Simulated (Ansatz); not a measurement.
Band structure of O

```xyz
2
Lattice="1.4233 0.8218 3.4083 -1.4233 0.8218 3.4083 0.0000 -1.6435 3.4083" Properties=species:S:1:pos:R:3 pbc="T T T"
O     0.0000    0.0000    0.5900
O     0.0000    0.0000    9.6349
```

Atom numbers follow the list: O1, O2.

The geometry is COD entry 2106431, unchecked; take it as a test cell.

Solid oxygen carries moments on its molecules; these runs leave spin out.

Level of theory: Ansatz 0.2.0, DFT, PBEsol, all-electron LAPW, scalar-relativistic.

The runs use a Γ-centred 10×10×10 k mesh, Fermi–Dirac smearing of 0.02 eV, basis error target 0.5 meV/atom, no spin polarisation.

Points in fractions of the reciprocal vectors of this cell: Γ (0, 0, 0), T (0.5, 0.5, 0.5), H2 (0.795, 0.205, 0.5), H0 (0.5, -0.205, 0.205), L (0.5, 0, 0), S0 (0.353, -0.353, 0), S2 (0.647, 0, 0.353), F (0.5, 0, 0.5). The path joins them by straight lines in the order Γ–T–H2–H0–L–Γ–S0–S2–F; legs that retrace an earlier one aren't tabulated. Energies are in eV from the Fermi level.

Q: Metal or insulator at this level of theory?

A: No gap opens: metallic or semimetallic.

Q: Tabulate bands 6 to 10, counted from the lowest band of the run, along the path.

A: 
| k (1/Å) | point | band 6 | band 7 | band 8 | band 9 | band 10 |
| --- | --- | --- | --- | --- | --- | --- |
| 0.00 | Γ | -6.61 | -6.61 | 0.57 | 0.57 | 8.04 |
| 0.13 |  | -6.62 | -6.62 | 0.58 | 0.58 | 8.00 |
| 0.26 |  | -6.63 | -6.63 | 0.61 | 0.61 | 7.92 |
| 0.40 |  | -6.65 | -6.65 | 0.66 | 0.66 | 7.82 |
| 0.53 |  | -6.67 | -6.67 | 0.72 | 0.72 | 7.75 |
| 0.66 |  | -6.69 | -6.69 | 0.77 | 0.77 | 7.74 |
| 0.79 |  | -6.70 | -6.70 | 0.80 | 0.80 | 7.83 |
| 0.92 | T | -6.71 | -6.71 | 0.81 | 0.81 | 7.96 |
| 1.11 |  | -6.79 | -6.73 | 0.70 | 0.80 | 8.06 |
| 1.29 |  | -6.96 | -6.81 | 0.38 | 0.74 | 8.36 |
| 1.48 |  | -7.07 | -6.94 | -0.04 | 0.65 | 8.79 |
| 1.66 |  | -7.14 | -7.14 | -0.46 | 0.52 | 9.29 |
| 1.85 |  | -7.38 | -7.22 | -0.79 | 0.34 | 9.80 |
| 2.04 |  | -7.68 | -7.31 | -0.97 | 0.14 | 10.25 |
| 2.22 | H2 | -7.99 | -7.40 | -0.97 | -0.08 | 10.56 |
| 2.32 |  | -8.05 | -7.42 | -0.95 | -0.12 | 10.60 |
| 2.42 |  | -8.11 | -7.44 | -0.93 | -0.16 | 10.63 |
| 2.51 |  | -8.17 | -7.46 | -0.91 | -0.18 | 10.65 |
| 2.61 |  | -8.17 | -7.46 | -0.91 | -0.18 | 10.65 |
| 2.71 |  | -8.11 | -7.44 | -0.93 | -0.16 | 10.63 |
| 2.81 |  | -8.05 | -7.42 | -0.95 | -0.12 | 10.60 |
| 2.90 | H0 | -7.99 | -7.40 | -0.97 | -0.08 | 10.56 |
| 3.03 |  | -8.20 | -7.44 | -0.87 | -0.23 | 10.66 |
| 3.16 |  | -8.14 | -7.45 | -0.71 | -0.37 | 10.70 |
| 3.29 |  | -8.04 | -7.40 | -0.51 | -0.50 | 10.69 |
| 3.42 |  | -8.00 | -7.29 | -0.60 | -0.29 | 10.65 |
| 3.55 |  | -7.99 | -7.14 | -0.68 | -0.11 | 10.62 |
| 3.68 |  | -8.00 | -7.04 | -0.73 | 0.02 | 10.59 |
| 3.81 | L | -8.00 | -7.00 | -0.75 | 0.07 | 10.58 |
| 4.00 |  | -7.97 | -6.98 | -0.69 | 0.09 | 10.54 |
| 4.19 |  | -7.85 | -6.93 | -0.53 | 0.16 | 10.35 |
| 4.37 |  | -7.60 | -6.85 | -0.29 | 0.26 | 9.91 |
| 4.56 |  | -7.28 | -6.76 | 0.00 | 0.37 | 9.28 |
| 4.75 |  | -6.95 | -6.69 | 0.28 | 0.47 | 8.66 |
| 4.93 |  | -6.70 | -6.63 | 0.49 | 0.54 | 8.20 |
| 5.12 | Γ | -6.61 | -6.61 | 0.57 | 0.57 | 8.04 |
| 5.34 |  | -6.74 | -6.65 | 0.44 | 0.54 | 8.29 |
| 5.57 |  | -7.04 | -6.75 | 0.13 | 0.44 | 8.95 |
| 5.79 |  | -7.36 | -6.94 | -0.25 | 0.28 | 9.84 |
| 6.01 |  | -7.54 | -7.20 | -0.53 | 0.04 | 10.77 |
| 6.23 |  | -7.58 | -7.53 | -0.62 | -0.26 | 11.25 |
| 6.46 |  | -7.88 | -7.53 | -0.59 | -0.49 | 10.95 |
| 6.68 | S0 | -8.20 | -7.46 | -0.90 | -0.18 | 10.65 |
| 6.77 |  | -8.19 | -7.46 | -0.89 | -0.21 | 10.67 |
| 6.86 |  | -8.19 | -7.45 | -0.88 | -0.22 | 10.67 |
| 6.95 |  | -8.20 | -7.44 | -0.88 | -0.23 | 10.66 |
| 7.04 |  | -8.20 | -7.44 | -0.88 | -0.23 | 10.66 |
| 7.13 |  | -8.19 | -7.45 | -0.88 | -0.22 | 10.67 |
| 7.22 |  | -8.19 | -7.46 | -0.89 | -0.21 | 10.67 |
| 7.31 | S2 | -8.20 | -7.46 | -0.90 | -0.18 | 10.65 |
| 7.40 |  | -8.00 | -7.44 | -1.02 | -0.02 | 10.54 |
| 7.50 |  | -7.80 | -7.42 | -1.12 | 0.14 | 10.43 |
| 7.59 |  | -7.61 | -7.40 | -1.21 | 0.29 | 10.34 |
| 7.68 |  | -7.45 | -7.39 | -1.28 | 0.42 | 10.26 |
| 7.78 |  | -7.39 | -7.31 | -1.33 | 0.53 | 10.21 |
| 7.87 |  | -7.38 | -7.23 | -1.37 | 0.59 | 10.17 |
| 7.96 | F | -7.38 | -7.20 | -1.38 | 0.61 | 10.16 |
